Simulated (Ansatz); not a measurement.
In r²SCAN in the plane-wave PAW code Ansatz, SiGeC2 in the tetragonal phase (P-4m2; Si on 1a, C on 2g, Ge on 1c) relaxes to a = 3.156 Å, c = 4.456 Å. Si has 4 nearest neighbours from 1.90 Å (tetrahedral); C has 4 nearest neighbours from 1.90 Å (tetrahedral); Ge has 4 nearest neighbours from 1.97 Å (tetrahedral). Its formation energy from the elements is 0.041 eV/atom, with no fitted shifts.

It is gapped at this level: 1.80 eV (indirect). The valence maximum lies at Γ and the conduction minimum at M. HSE06 on the same cell gives 2.29 eV. Gap from r²SCAN with spin–orbit coupling: 1.78 eV.

An equation-of-state fit gives a bulk modulus of 2090 kbar. The relaxed-ion elastic constants in GPa are C11 = 484, C12 = 21.0, C13 = 125, C33 = 372, C44 = 227, C66 = 128. The elastic constants imply a Debye temperature near 913 K. Bader charges are Si +2.86, C -2.19, Ge +1.52 e.

The start of the workflow was typed in or built on a structure type; neither database checked (COD, Materials Project) lists it. Whether it is the stable phase at ambient conditions was not checked. Symmetry was held in the r²SCAN relaxation; its stability against distortions is not shown here. The references are the lowest solids computed at this level, not always the standard phases. Scalar-relativistic: spin–orbit coupling is off unless named, which matters more the heavier the elements.

Potentials: the earlier of the program's two PAW sets. The files were generated under PBE; for other functionals the program regenerates the frozen cores, and for LDA and PBEsol the local potential too.
